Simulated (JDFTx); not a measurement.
An input for JDFTx (a modified build) (Nb(110), linear PCM (GLSSA13), water, 1 M NaF; bohr, hartree) and the course of its log:

```
lattice \
  6.2694120828 3.1347060414 0.0000000000 \
  0.0000000000 4.4331437969 0.0000000000 \
  0.0000000000 0.0000000000 43.4637008664
coords-type Lattice
ion Nb 0.5000000000 0.0000000000 -0.1529946960 0
ion Nb 0.0000000000 0.0000000000 -0.0509982320 0
ion Nb 0.5000000000 0.0000000000 0.0509982320 0
ion Nb 0.0000000000 0.0000000000 0.1529946960 0
ion-species pseudo/nb_pbe_v1.upf
elec-cutoff 20 100
elec-ex-corr gga-PBE
coulomb-interaction Slab 001
coulomb-truncation-embed 0 0 0
kpoint-folding 10 10 1
elec-smearing Fermi 0.01
elec-n-bands 37
target-mu -0.166842
electronic-scf nIterations 100 energyDiffThreshold 1e-07
fluid LinearPCM
pcm-variant GLSSA13
fluid-solvent H2O
fluid-cation Na+ 1
fluid-anion F- 1
fluid-minimize nIterations 400 knormThreshold 1e-11
wavefunction read f0.wfns
elec-initial-eigenvals f0.eigenvals
elec-initial-fillings read f0.fillings
fluid-initial-state f0.fluidState
dump-name f0_u0.$VAR
dump End State Ecomponents EigStats BandEigs Forces ElecDensity IonicPositions Fillings Kpoints Dtot FluidDebug BoundCharge FluidDensity
```

```
[one cycle in 5 is shown, and the last three; fluid-solver lines are left out]
	FillingsUpdate:  mu: -0.166842000  nElectrons: 49.132130
SCF: Cycle:  0   G: -216.475789416977619   dG: +3.809e+00   |Residual|: 1.445e-01   |deigs|: 6.398e-10
	FillingsUpdate:  mu: -0.166842000  nElectrons: 51.531727
SCF: Cycle:  5   G: -220.214010520772575   dG: -1.129e-02   |Residual|: 2.130e-02   |deigs|: 8.571e-04
	FillingsUpdate:  mu: -0.166842000  nElectrons: 50.746099
SCF: Cycle: 10   G: -219.625234546694031   dG: +4.241e-01   |Residual|: 6.135e-02   |deigs|: 3.197e-03
	FillingsUpdate:  mu: -0.166842000  nElectrons: 50.917219
SCF: Cycle: 15   G: -219.926067628390967   dG: +9.870e-02   |Residual|: 4.664e-02   |deigs|: 1.011e-03
	FillingsUpdate:  mu: -0.166842000  nElectrons: 49.587136
SCF: Cycle: 20   G: -218.284318028602314   dG: +2.872e-01   |Residual|: 1.122e-01   |deigs|: 2.231e-03
	FillingsUpdate:  mu: -0.166842000  nElectrons: 48.954714
SCF: Cycle: 25   G: -217.441141281029644   dG: -1.674e+00   |Residual|: 1.379e-01   |deigs|: 4.109e-03
	FillingsUpdate:  mu: -0.166842000  nElectrons: 52.246745
SCF: Cycle: 30   G: -220.065205736804387   dG: -9.632e-01   |Residual|: 3.688e-02   |deigs|: 1.661e-02
	FillingsUpdate:  mu: -0.166842000  nElectrons: 51.863762
SCF: Cycle: 35   G: -220.194815321682825   dG: -9.941e-02   |Residual|: 3.368e-02   |deigs|: 7.902e-03
	FillingsUpdate:  mu: -0.166842000  nElectrons: 48.058336
SCF: Cycle: 40   G: -215.462076224211160   dG: +4.580e+00   |Residual|: 1.819e-01   |deigs|: 1.744e-02
	FillingsUpdate:  mu: -0.166842000  nElectrons: 47.046369
SCF: Cycle: 45   G: -212.880164543262026   dG: -1.265e+01   |Residual|: 2.310e-01   |deigs|: 1.741e-02
	FillingsUpdate:  mu: -0.166842000  nElectrons: 51.417315
SCF: Cycle: 50   G: -220.294645998587896   dG: -5.424e-03   |Residual|: 1.773e-02   |deigs|: 5.948e-04
	FillingsUpdate:  mu: -0.166842000  nElectrons: 46.131760
SCF: Cycle: 55   G: -209.399213782877126   dG: +6.463e-01   |Residual|: 2.768e-01   |deigs|: 1.080e-03
	FillingsUpdate:  mu: -0.166842000  nElectrons: 51.174738
SCF: Cycle: 60   G: -220.298632679207685   dG: -4.419e-01   |Residual|: 1.806e-02   |deigs|: 6.684e-03
	FillingsUpdate:  mu: -0.166842000  nElectrons: 50.142360
SCF: Cycle: 65   G: -219.871151247674391   dG: -1.603e-01   |Residual|: 5.847e-02   |deigs|: 1.243e-03
	FillingsUpdate:  mu: -0.166842000  nElectrons: 49.788457
SCF: Cycle: 70   G: -219.564045770410246   dG: +4.937e-01   |Residual|: 7.923e-02   |deigs|: 3.782e-03
	FillingsUpdate:  mu: -0.166842000  nElectrons: 48.869776
SCF: Cycle: 75   G: -218.174877271008967   dG: +7.052e-02   |Residual|: 1.259e-01   |deigs|: 2.753e-04
	FillingsUpdate:  mu: -0.166842000  nElectrons: 49.720784
SCF: Cycle: 80   G: -219.543866607289431   dG: +5.465e-01   |Residual|: 7.714e-02   |deigs|: 4.651e-03
	FillingsUpdate:  mu: -0.166842000  nElectrons: 43.061910
SCF: Cycle: 85   G: -197.027577693624806   dG: +1.710e+01   |Residual|: 4.117e-01   |deigs|: 2.417e-02
	FillingsUpdate:  mu: -0.166842000  nElectrons: 54.641832
SCF: Cycle: 90   G: -215.184818053649792   dG: +3.494e+00   |Residual|: 2.217e-01   |deigs|: 1.764e-02
	FillingsUpdate:  mu: -0.166842000  nElectrons: 50.573772
SCF: Cycle: 95   G: -220.325943332221613   dG: -4.286e-03   |Residual|: 1.987e-02   |deigs|: 2.252e-03
	FillingsUpdate:  mu: -0.166842000  nElectrons: 48.949629
SCF: Cycle: 97   G: -219.623717154527839   dG: -4.909e-01   |Residual|: 8.669e-02   |deigs|: 3.176e-03
	FillingsUpdate:  mu: -0.166842000  nElectrons: 50.651875
SCF: Cycle: 98   G: -220.312999042561501   dG: -6.893e-01   |Residual|: 2.159e-02   |deigs|: 1.307e-02
	FillingsUpdate:  mu: -0.166842000  nElectrons: 50.143071
SCF: Cycle: 99   G: -220.303713257927569   dG: +9.286e-03   |Residual|: 3.245e-02   |deigs|: 4.148e-03
SCF: None of the convergence criteria satisfied after 100 iterations.
IonicMinimize: Iter:   0  G: -220.303713257927569  |grad|_K:  0.000e+00
IonicMinimize: Converged (|grad|_K<1.000000e-04).
```

This run gave no converged result. The electronic loop ended without meeting its threshold, so the last energy, electron count and forces aren't results.
